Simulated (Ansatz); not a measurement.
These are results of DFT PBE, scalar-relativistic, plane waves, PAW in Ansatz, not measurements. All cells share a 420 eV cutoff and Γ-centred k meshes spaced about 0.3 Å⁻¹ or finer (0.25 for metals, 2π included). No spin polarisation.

These are static total energies at zero pressure.

Two relaxed structures of WCl₂F₄:

1.

```
CELL_PARAMETERS angstrom
7.08273 0.00000 0.00000
0.00000 7.08273 0.00000
0.00000 0.00000 8.25917
ATOMIC_POSITIONS crystal
W 0.50000 0.50000 0.50000
W 0.00000 0.00000 0.00000
Cl 0.27149 0.72851 0.50000
Cl 0.72851 0.27149 0.50000
Cl 0.22851 0.22851 0.00000
Cl 0.77149 0.77149 0.00000
F 0.50000 0.50000 0.72545
F 0.50000 0.50000 0.27455
F 0.68593 0.68593 0.50000
F 0.31407 0.31407 0.50000
F 0.00000 0.00000 0.77455
F 0.00000 0.00000 0.22545
F 0.18593 0.81407 0.00000
F 0.81407 0.18593 0.00000
```

2.

```
CELL_PARAMETERS angstrom
6.03357 0.00000 0.00000
2.92550 5.47601 0.00000
2.41829 1.79751 5.62215
ATOMIC_POSITIONS crystal
W 0.00000 0.00000 0.00000
Cl 0.24354 0.66838 0.26051
Cl 0.75646 0.33162 0.73949
F 0.29350 0.06572 0.79722
F 0.94120 0.22416 0.15410
F 0.05881 0.77584 0.84590
F 0.70650 0.93428 0.20278
```

Task: Which form is favoured at zero pressure, and by what margin per atom?

Result: They are level within the accuracy (1 meV/atom apart, with cell 2 the lower in these runs). Cell 1 has space group P4_2/mnm (No. 136), 29.6 Å³/atom and a gap of 3.12 eV on its mesh; cell 2 has space group P-1 (No. 2), 26.5 Å³/atom and a gap of 3.00 eV. Counting Cl or F atoms around W (for each partner element, those within 1.25 times its shortest distance or 1.15 times the sum of covalent radii, where it is the nearest in units of that sum or under 1.3), cell 1 and cell 2 both have W 6. Both come from trial cells of a structure search.

Weakly bound directions are ill-defined at this level, which has no dispersion term (P4_2/mnm, P-1), and this can change margins and order among such cells. These runs have no spin–orbit coupling, which can matter for W. Kohn–Sham gaps at this level usually fall short of measured ones. With atoms moved at random, cell 1 and cell 2 came back.
